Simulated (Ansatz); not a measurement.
## Equation of state of TlAgTe₂

A database entry relaxed whole under r2SCAN (I-4m2):

```
Tl Ag Te
1.0
    -1.80231    1.80231    9.27785
     1.80231   -1.80231    9.27785
     1.80231    1.80231   -9.27785
Tl Ag Te
1 1 2
Direct
  0.00000 0.00000 0.00000
  0.75000 0.25000 0.50000
  0.36457 0.36457 0.00000
  0.63543 0.63543 0.00000
```

The cell was scaled uniformly, its shape held, and the atoms relaxed at each volume with plane-wave PAW DFT (Ansatz 0.2.0; r2SCAN, 500 eV, 11×11×11 Γ-centred mesh, fermi-dirac occupations of width 0.100 eV; no spin, no spin-orbit coupling). One row is withheld.

```json
{"volume (Å³/atom)": "28.329", "energy over the lowest (meV/atom)": "13.1", "pressure (GPa)": "2.61"}
{"volume (Å³/atom)": "28.932", "energy over the lowest (meV/atom)": "5.3", "pressure (GPa)": "1.60"}
{"volume (Å³/atom)": "29.535", "energy over the lowest (meV/atom)": "?", "pressure (GPa)": "?"}
{"volume (Å³/atom)": "30.138", "energy over the lowest (meV/atom)": "0.0", "pressure (GPa)": "-0.08"}
{"volume (Å³/atom)": "30.740", "energy over the lowest (meV/atom)": "1.7", "pressure (GPa)": "-0.77"}
{"volume (Å³/atom)": "31.343", "energy over the lowest (meV/atom)": "6.0", "pressure (GPa)": "-1.40"}
{"volume (Å³/atom)": "31.946", "energy over the lowest (meV/atom)": "12.4", "pressure (GPa)": "-1.93"}
```

**Question.** Fit the pressures of the other rows to the third-order Birch-Murnaghan form.

**Answer.** With f = [(V₀/V)^(2/3) − 1]/2 and P = 3B₀f(1 + 2f)^(5/2)[1 + 3(B₀′ − 4)f/2], least squares gives V₀ = 30.07 Å³ an atom, B₀ = 37.5 GPa and B₀′ = 5.1; the rows miss the fit by 0.01 GPa. The slope of the energies differs from these pressures by less than 0.05 GPa.

**Question.** What does the withheld row hold?

**Answer.** The fit gives 0.71 GPa at 29.535 Å³; the run gave 0.70 GPa and 1.1 meV an atom.

Caveats: the shape of the cell was held, so B₀ is an upper bound where the axes differ in stiffness; 0 K, fixed nuclei; the symmetry was kept, and this need not be the phase that is stable at 0 K; one mesh for all volumes; no dispersion correction, so weakly bound layers stand too far apart; pressure is positive in compression.
